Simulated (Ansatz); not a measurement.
Relaxed-ion elastic tensor of BaZrO₃ (cubic perovskite, Pm-3m) in GPa (Voigt order), the program Ansatz at the PBEsol level (PAW); density 6.28 g/cm³, 14.61 Å³ per atom.

|  | 1 | 2 | 3 | 4 | 5 | 6 |
|---|---|---|---|---|---|---|
| 1 | 323 | 82.6 | 82.6 | 0.0 | 0.0 | 0.0 |
| 2 | 82.6 | 323 | 82.6 | 0.0 | 0.0 | 0.0 |
| 3 | 82.6 | 82.6 | 323 | 0.0 | 0.0 | 0.0 |
| 4 | 0.0 | 0.0 | 0.0 | 85.3 | 0.0 | 0.0 |
| 5 | 0.0 | 0.0 | 0.0 | 0.0 | 85.3 | 0.0 |
| 6 | 0.0 | 0.0 | 0.0 | 0.0 | 0.0 | 85.3 |

### Question
Is the crystal mechanically stable?

### Answer
Yes: the smallest eigenvalue of C is 85.3 GPa.

### Question
Work out the Voigt, Reuss and Hill averages.

### Answer
K_V = 163, K_R = 163, K_H = 163; G_V = 99.3, G_R = 96.5, G_H = 97.9 GPa.

### Question
Give Young's modulus, Poisson's ratio, Pugh's ratio and the universal anisotropy index.

### Answer
E = 9KG/(3K + G) = 245 GPa; ν = 0.25; K/G = 1.66 (near the Pugh limit of 1.75, no verdict); A_U = 5G_V/G_R + K_V/K_R − 6 = 0.14.

### Question
Estimate the sound speeds and the Debye temperature.

### Answer
v_l = √((K + 4G/3)/ρ) = 6830 m/s, v_t = √(G/ρ) = 3950 m/s, mean 4380 m/s; Θ = (h/k)(3n/4πV)^(1/3) v_m = 534 K.

### Question
Give the Zener ratio and Young's modulus along [100], [110] and [111].

### Answer
A = 2C44/(C11 − C12) = 0.71; 1/E = S11 − 2(S11 − S12 − S44/2)Γ with Γ = 0, 1/4, 1/3 gives 290, 232, 218 GPa.

Symmetry was held in the PBEsol relaxation. No spin polarisation was allowed. Scalar-relativistic: spin–orbit coupling is off unless named, which matters more the heavier the elements.

Potentials: the later of the program's two PAW sets.
